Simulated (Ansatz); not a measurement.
The relaxed structure here is a generated cell of TiB2: the first start was made by placing the elements on the sites of a structure type, and the end was not matched to a known phase here, so it may be hypothetical. Known forms of TiB2 include space group No. 191.

A relaxed cell of TiB2 (Fddd (No. 70)), relaxed on a k-mesh at least as fine as the one used below. The numbers are results of PBEsol (plane waves to 420 eV, PAW, scalar-relativistic; Ansatz, a program for electronic structure), not measurements. Γ-centred k-mesh 10×10×10 on the run's cell (coarser than for final values), Fermi–Dirac smearing 0.05 eV.

```
TiB2
1.0
    0.00000     3.08679     3.99112
    2.28545     0.00000     3.99112
    2.28545     3.08679     0.00000
B Ti
4 2
Direct
  0.63187   0.36813   0.63187
  0.36813   0.63187   0.36813
  0.61813   0.88187   0.61813
  0.88187   0.61813   0.88187
  0.00000   0.00000   0.00000
  0.25000   0.25000   0.25000
```

The atoms are displaced along an unstable phonon of this cell by (Å):

```json
[
 {"atom": "B1", "ux": "0.048", "uy": "0.000", "uz": "0.142"},
 {"atom": "B2", "ux": "0.048", "uy": "0.000", "uz": "-0.142"},
 {"atom": "B3", "ux": "-0.048", "uy": "0.000", "uz": "-0.142"},
 {"atom": "B4", "ux": "-0.048", "uy": "0.000", "uz": "0.142"},
 {"atom": "Ti5", "ux": "0.032", "uy": "0.000", "uz": "0.000"},
 {"atom": "Ti6", "ux": "-0.032", "uy": "0.000", "uz": "0.000"}
]
```

**Question.** What forces (eV/Å) and pressure result?

**Answer.** 
```
atom     Fx     Fy     Fz
----  -----  -----  -----
B1     0.14  -0.48   0.42
B2     0.14   0.48  -0.42
B3    -0.14   0.48  -0.42
B4    -0.14  -0.48   0.42
Ti5    0.62   0.00   0.00
Ti6   -0.62   0.00   0.00
```

Pressure -0.2 GPa.

**Question.** Estimate the energy cost of the displacement in the harmonic approximation and compare with the calculation.

**Answer.** For a harmonic well ΔE = −½ Σ F·u = -0.151 eV a cell, or -25 meV/atom. The calculated energy relative to the undisplaced cell is -0.03 eV/atom, so the harmonic estimate holds well.

The undisplaced cell is probably no minimum: from this displacement the run went on to C2/c (No. 15), 0.45 eV/atom below it.

No spin polarisation in the result.
